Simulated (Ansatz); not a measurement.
MgO built on the rocksalt prototype, relaxed with r2SCAN, was run in Ansatz 0.2.0 under altered settings. All numbers are computed, without spin polarisation but where a row says otherwise.

```
Mg O
1.0
     0.00000    2.10217    2.10217
     2.10217    0.00000    2.10217
     2.10217    2.10217    0.00000
Mg O
1 1
Direct
  0.00000 0.00000 0.00000
  0.50000 0.50000 0.50000
```

The base run's other keys:
```yaml
kpoints:
  mp_grid: { grid: [8, 8, 8] }
hamiltonian:
  xc: r2scan
scf:
  occupations: { method: fixed }
  n_extra_bands: 4
```

It takes 6 iterations with 459 plane waves at 500 eV and 29 k points, and leaves a mean stress of +0.01 GPa. The gap over this mesh is 5.685 eV. It ran on 4 threads of Arm Neoverse N1, on a shared host.

Outcomes, with energy and stress as changes against the base:
```csv
setting,outcome,ΔF (meV/atom),Δ mean stress (GPa),gap on the mesh (eV),iterations,wall time
scf.mixing.beta: 1.0,converged,0.0,0.00,5.685,6,0.9 s
hamiltonian.pseudopotentials: nc (cutoff then 1290 eV),converged,–,+0.08,5.682,7,2.1 s
basis.xc_grid: 1,converged,0.0,0.00,5.685,6,0.79 s
basis.ecutwfc: 900,converged,-3.0,-0.01,5.685,6,1.4 s
hamiltonian.dispersion: d4,converged,-67,-1.25,5.685,6,1.1 s
scf.mixing.ndim: 2,converged,0.0,0.00,5.685,8,0.97 s
scf.mixing.ndim: 30,converged,0.0,0.00,5.685,6,0.91 s
basis.ecutwfc: 200,"converged, warned",+3993,-6.11,4.961,7,0.55 s
scf.mixing.preconditioner: resta,converged,0.0,0.00,5.685,6,0.88 s
scf.occupations: cold 0.2,converged,0.0,0.00,5.685,6,0.91 s
basis.ecutwfc: 250,"converged, warned",+983,-1.28,5.580,7,0.6 s
scf.occupations: cold 0.05,converged,0.0,0.00,5.685,5,0.86 s
scf.occupations: gaussian 0.2,converged,0.0,0.00,5.685,6,0.89 s
```
A dash marks a value that wasn't obtained or can't be compared. Stress is positive in compression. The base took 0.91 s.

- basis.ecutwfc: 900. 1139 plane waves in place of 459. The free energy moves by -3.0 meV an atom, the mean stress by -0.01 GPa and the gap on the mesh by 0.000 eV (to 5.685). The base cutoff was converged to that degree.
- hamiltonian.dispersion: d4. The free energy moves by -67 meV an atom, the mean stress by -1.25 GPa and the gap on the mesh by 0.000 eV (to 5.685). A pairwise correction adds to energy, forces and stress and leaves the bands alone.
- basis.ecutwfc: 200. 113 plane waves in place of 459. The free energy moves by +3993 meV an atom, the mean stress by -6.11 GPa and the gap on the mesh by -0.724 eV (to 4.961). The basis is too small: these are errors of the cutoff. Warned: cutoff below recommended.
- basis.ecutwfc: 250. 169 plane waves in place of 459. The free energy moves by +983 meV an atom, the mean stress by -1.28 GPa and the gap on the mesh by -0.105 eV (to 5.580). The basis is too small: these are errors of the cutoff. Warned: cutoff below recommended.

Within 1 meV an atom, 0.1 GPa and 0.005 eV of the base stay: scf.mixing.beta: 1.0; basis.xc_grid: 1; scf.mixing.ndim: 2; scf.mixing.ndim: 30; scf.mixing.preconditioner: resta; scf.occupations: cold 0.2; scf.occupations: cold 0.05; scf.occupations: gaussian 0.2.
